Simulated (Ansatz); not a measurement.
FeS$_{2}$ in space group Pnnm (No. 58; Fe on 2a, S on 4g), PBE in the plane-wave PAW code Ansatz, all energies at zero smearing, with the estimated change up to a 700 eV cutoff added, with one set of potentials and settings (totals compare only within such a set). Cell of 6 atoms (2 Fe, 4 S): -12572.424 eV.

```csv
element,reference phase,E (eV/atom)
Fe,"Im-3m, 1 atoms in the cell, spin-polarised",-4480.4888
S,"Fddd, 32 atoms in the cell",-902.0599
```

Formation energy per atom, worked out: (-12572.424 − 2×(-4480.4888) − 4×(-902.0599))/6 = -0.534 eV/atom (-52 kJ per mol of atoms), at 0 K, without zero-point energy or fitted corrections.

Symmetry was held in the PBE relaxation; phonons on a q-mesh show no instability. The workflow began spin-polarised and lost its moments. The references are the lowest solids computed at this level, not always the standard phases.

Potentials: the later of the program's two PAW sets.
